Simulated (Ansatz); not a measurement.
## Data sheet: BaNbNO₂ (DFT)

BaNbNO2:
```
CELL_PARAMETERS angstrom
      4.05427     0.00000     0.00000
      0.00000     4.05427     0.00000
      0.00000     0.00000     4.06220
ATOMIC_POSITIONS crystal
  Ba 0.00000 0.00000 0.00000
  Nb 0.50000 0.50000 0.50000
  N  0.50000 0.50000 0.00000
  O  0.00000 0.50000 0.50000
  O  0.50000 0.00000 0.50000
```

Space group P4/mmm (No. 123); conventional cell a = b = 4.054 Å, c = 4.062 Å, α = β = γ = 90.00°.

Method: DFT-LDA in the program Ansatz with PAW potentials. The cell and atoms are relaxed at this level. Other levels are named where they apply.

**Cell and energy**

```
Quantity                                                       Value
-----------------------------------------------------  -------------
Volume per atom                                             13.35 Å³
Density                                                   6.87 g/cm³
Formation energy from the elements (no fitted shifts)  -2.44 eV/atom
```

**Electronic structure**

```
Quantity                                                                                                   Result
------------------------------------  ---------------------------------------------------------------------------
Electronic character                  no gap, with almost no states at the Fermi level (zero-gap or semimetallic)
Density of states at the Fermi level                                 0.01 states/eV per atom (mean over ±0.08 eV)
```

**Mechanics**

```
Property                             Result
----------------------------------  -------
Bulk modulus (Birch–Murnaghan fit)  204 GPa
Pressure derivative B′                  4.4
```

**Phonons**

```
Property                                                 Result
-----------------------------  --------------------------------
Highest zone-centre frequency                          521 cm⁻¹
Zone-centre stability          unstable, softest mode 358i cm⁻¹
```

The workflow started from a Materials Project entry (that database holds measured and hypothetical structures alike); the Crystallography Open Database copy checked does not list it. With N and O taken as one species the cell has the higher symmetry Pm-3m, so it may be an ordered model of a mixed-site phase. Its standing as an ambient phase is unchecked. Symmetry was held in the LDA relaxation. The run is not spin-polarised. A small band overlap can be real or an error of a semilocal functional. As this level gives no gap, phonon frequencies hold no LO–TO term and depend on the k-mesh and smearing (Fermi–Dirac, 0.1 eV here). The references are the lowest solids computed at this level, not always the standard phases (solids in place of the gases). Scalar-relativistic: spin–orbit coupling is off unless named, which matters more the heavier the elements.

Potentials: the later of the program's two PAW sets.
